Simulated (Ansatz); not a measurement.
CsPbBr₃ (cubic perovskite)

```yaml
crystal:
  lattice:
    - [6.00277, 0.00000, 0.00000]
    - [0.00000, 6.00277, 0.00000]
    - [0.00000, 0.00000, 6.00277]
  atoms:
    - { symbol: Cs, position: [0.00000, 0.00000, 0.00000] }
    - { symbol: Pb, position: [0.50000, 0.50000, 0.50000] }
    - { symbol: Br, position: [0.00000, 0.50000, 0.50000] }
    - { symbol: Br, position: [0.50000, 0.50000, 0.00000] }
    - { symbol: Br, position: [0.50000, 0.00000, 0.50000] }
```

Equation-of-state scan: isotropic scaling of the cell above, V₀ being its volume. Symmetry pins the atoms to their sites.

Computed with PBE (plane waves to 420 eV, PAW, scalar-relativistic; Ansatz, a program for electronic structure). k mesh 6×6×6 (Γ-centred), Fermi-Dirac smearing 0.05 eV. The energy includes the smearing's −TS. Stress and pressure are positive under compression. CsPbBr3 was relaxed with its symmetry unable to fall. Spin-orbit coupling is left out, though Pb is heavy. The PAW data are Ansatz's earlier set. This is a high-temperature form of CsPbBr3. The zero of ΔE is the relaxed starting cell.

```csv
V (Å³/atom),ΔE (meV/atom)
36.338,89.2
38.069,45.9
39.799,18.8
41.529,4.3
43.260,0.0
44.990,3.7
46.721,withheld
48.451,29.0
50.181,48.2
```

Problem. Fit a third-order Birch-Murnaghan form (E₀, V₀, B₀, B₀′ free) to the given rows and predict ΔE at V = 46.721.

Solution. Least squares on the 8 given rows: ΔE = E₀ + (9V₀B₀/16)·y²·[2 + (B₀′ − 4)y], y = (V₀/V)^(2/3) − 1, with V₀ = 43.261 Å³/atom, B₀ = 18.51 GPa (160.2 GPa = 1 eV/Å³; the term in eV is multiplied by 1000), B₀′ = 4.71, E₀ = 0.00 meV/atom; root-mean-square residual 0.02 meV/atom. At 46.721 the fit gives 13.8 meV/atom; the calculation gives 13.8 meV/atom, the same to the digits shown. For the pressure the fit gives -1.19 GPa against the computed -1.19 GPa.

(Under strain, the slope of the energy per volume gives the stress and its curvature an elastic modulus.)
